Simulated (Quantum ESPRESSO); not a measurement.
**Kohn-Sham bands of Ba(CuS)2 (I4/mmm)**

```yaml
crystal:
  lattice:
    - [0.00000, -3.90193, 0.00000]
    - [3.90193, 0.00000, 0.00000]
    - [-1.95097, 1.95097, 6.32505]
  atoms:
    - { symbol: Ba, position: [0.00000, 0.00000, 0.00000] }
    - { symbol: Cu, position: [0.75000, 0.25000, 0.50000] }
    - { symbol: Cu, position: [0.25000, 0.75000, 0.50000] }
    - { symbol: S, position: [0.64101, 0.64101, 0.28202] }
    - { symbol: S, position: [0.35899, 0.35899, 0.71798] }
```

Structure: Materials Project mp-4255, symmetrised, not relaxed again. Not found in the COD (Crystallography Open Database) copy used, which has the formula in other groups; not checked further. Level: PBEsol, spinors with spin-orbit coupling; pw.x of Quantum ESPRESSO at 74 Ry with PseudoDojo potentials, 4×4×4 k-points, Wannier90. Density: 8×8×8 mesh, Gaussian smearing 0.01 Ry. A non-magnetic state is assumed, with no Hubbard U; filled 3d bands tend to lie too high at this level.

Energies are relative to the valence-band maximum; weights are on the orthonormalised atomic waves of the pseudopotential files, averaged over the group. 60 electrons a cell are treated as valence.

Problem. Into which isolated groups do the bands fall, where do they lie and what are they made of?

Solution. 
```tsv
bands	from (eV)	to (eV)	filling	weight on atomic waves
1–4	-111.67	-111.67	filled	Cu 3s 99 %
5–8	-70.97	-70.96	filled	Cu 3p 100 %
9–16	-68.39	-68.36	filled	Cu 3p 100 %
17–18	-27.85	-27.70	filled	Ba 5s 97 %
19–20	-14.85	-14.54	filled	Ba 5p 83 %, S 3s 10 %
21–28	-13.83	-11.65	filled	Ba 5p 52 %, S 3s 39 %, Cu 4s 4 %
29–60	-6.09	0.00	filled	Cu 3d 61 %, S 3p 32 %
```

The Kohn-Sham gap over both meshes and the path is 0.44 eV.
